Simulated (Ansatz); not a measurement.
MgBiF4 in Ansatz, settings compared

input.yaml:

```yaml
crystal:
  lattice:
    - [3.668554, 0.0, 0.0]
    - [0.0, 3.668554, 0.0]
    - [0.0, 0.0, 6.458522]
  atoms:
    - { symbol: Bi, position: [0.0, 0.0, 0.0] }
    - { symbol: Mg, position: [0.5, 0.5, 0.5] }
    - { symbol: F, position: [0.5, 0.0, 0.5] }
    - { symbol: F, position: [0.0, 0.5, 0.5] }
    - { symbol: F, position: [0.5, 0.5, 0.21] }
    - { symbol: F, position: [0.5, 0.5, 0.79] }
  symmetry: { tolerance: 0.0003 }
kpoints:
  mp_grid: { grid: [5, 5, 3], shift: [0, 0, 0] }
magnetization:
  spin_polarized: false
scf:
  occupations: { method: fermi_dirac }
hamiltonian:
  pseudopotentials: { kind: paw }
  xc: pbe
basis:
  ecutwfc: 420
output:
  forces: true
  stress: true
  eigenvalues: true
```

Launch command:

```bash
ansatz run input.yaml --threads 1 --pin off --max-ram 2560MiB --backend cpu --events-out ev --progress --plain --runs-dir out
```

Origin of the cell: a known structure type with other elements, at an estimated volume, so it need not be a known compound.

The smearing width isn't typed, so it takes its default of 0.1 eV.

Output of this run (shortened):

```
SCF iter   1: F=—  HF=-17555.923322 eV  Δρ=5.93e-3  dr2=2.37e-2
SCF iter   2: F=—  HF=-17555.922027 eV  Δρ=5.02e-3  dr2=1.64e-2  defer=5
SCF iter   3: F=—  HF=-17555.918920 eV  Δρ=1.14e-3  dr2=8.58e-4  defer=5
SCF iter   4: F=—  HF=-17555.918799 eV  Δρ=4.09e-4  dr2=1.25e-4  defer=5
SCF iter   5: F=—  HF=-17555.918798 eV  Δρ=9.48e-5  dr2=1.05e-5  defer=5
SCF iter   6: F=—  HF=-17555.917461 eV  Δρ=3.79e-5  dr2=9.92e-7  defer=5
SCF iter   7: F=-17555.917461 eV  HF=-17555.917461 eV  Δρ=5.05e-6  dr2=1.49e-8
SCF 1 converged in 7 iterations: F = -17555.917461 eV  dr2 = 1.49e-8
SCF converged after 7 iterations
Free energy (F): -17555.917461 eV
Harris-Foulkes:  -17555.917461 eV  (|F-HF|=1.09e-8)
Internal energy: -17555.865240 eV  (E = F + TS)
E sigma→0 (E₀):  -17555.891350 eV
Entropy (-TS):   -0.052222 eV (-8.704 meV/atom)
Fermi energy:    5.787650 eV
--- Per-component energies (eV) ---
  E_band       = -569.223843
  E_kinetic    = 1205.174574
  E_local      = -5631.325008  (includes V_loc(G=0)·N_el)
  E_nonlocal   = 951.628921
  E_hartree    = 2035.931619
  E_xc         = -500.369017
  E_vxc        = -591.520684  (∫ρ·V_xc dr)
  E_paw        = -11755.961959  (= ΣΔE_a)
  E_vpaw       = -575.052002  (= ΣTr[D̂ρ^β])
  E_aug_tail   = 0.008015  (compensation charges beyond the density's cutoff)
  E_ewald      = -3860.952384
  E_smearing   = -0.052222  (= −TS)
  Σ components = -17555.917461   (vs F -17555.917461, Δ=0.00e0)
--- Forces (eV/Å), atoms counted from 1 ---
  atom   1  Bi    -0.000000     0.000000     0.000000
  atom   2  Mg     0.000000    -0.000000     0.000000
  atom   3  F      0.000000    -0.000000     0.000000
  atom   4  F      0.000000    -0.000000     0.000000
  atom   5  F      0.000000     0.000000    -2.751593
  atom   6  F     -0.000000     0.000000     2.751593
  max |Σ_I F_I| component: 4.44e-16 eV/Å
--- Stress (GPa, compression-positive) ---
        4.712033      -0.000000      -0.000000
       -0.000000       4.712033      -0.000000
       -0.000000      -0.000000       6.525323
  P = ⅓ Tr σ = 5.3165 GPa (53.165 kbar)
```

The same input was run again with these changes:

1. `basis.ecutwfc` 420 → "600 eV"; `scf.initial_density.chi_scale` default → 0.3; `basis.ecutrho_ratio` default → 8
2. `scf.occupations.width` default → 0.025; `magnetization` { spin_polarized: false } → { spin_polarized: true } (starts: flip); typed moments: none
3. `scf.eigensolver.kind` default → davidson; `basis.precision` default → f64; `scf.convergence.dr2_threshold` default → 1.0e-09
4. `scf.occupations.method` fermi_dirac → cold; `scf.occupations.width` default → 0.01; `basis.ecutrho_ratio` default → 8

```json
{"run": "base", "end": "converged", "SCF iterations": "7", "P (GPa)": "5.32", "max force component (eV/Å)": "2.752", "moment (μB)": "–", "ΔE(σ→0) (meV/atom)": "0"}
{"run": "1", "end": "converged", "SCF iterations": "12", "P (GPa)": "5.30", "max force component (eV/Å)": "2.751", "moment (μB)": "–", "ΔE(σ→0) (meV/atom)": "-3.90"}
{"run": "2", "end": "converged", "SCF iterations": "16", "P (GPa)": "5.23", "max force component (eV/Å)": "2.799", "moment (μB)": "0.00", "ΔE(σ→0) (meV/atom)": "-1.26"}
{"run": "3", "end": "converged", "SCF iterations": "9", "P (GPa)": "5.32", "max force component (eV/Å)": "2.752", "moment (μB)": "–", "ΔE(σ→0) (meV/atom)": "0.00"}
{"run": "4", "end": "converged", "SCF iterations": "14", "P (GPa)": "5.24", "max force component (eV/Å)": "2.791", "moment (μB)": "–", "ΔE(σ→0) (meV/atom)": "-1.11"}
```

Energies are compared only where functional, datasets, charge and starting cell are the same.

Caveats of the base run: no moments, though an odd count or open d shells may carry them; no spin-orbit coupling, though heavy elements are present; the k mesh is coarse if the cell is a metal.

Run 2: spin is on but no moment was typed.

Time of the base run: 1.5 s on 1 thread of Intel(R) Xeon(R) Platinum 8488C (Sapphire Rapids), on a shared host, peak memory 0.4 GiB, from the program's own first density.
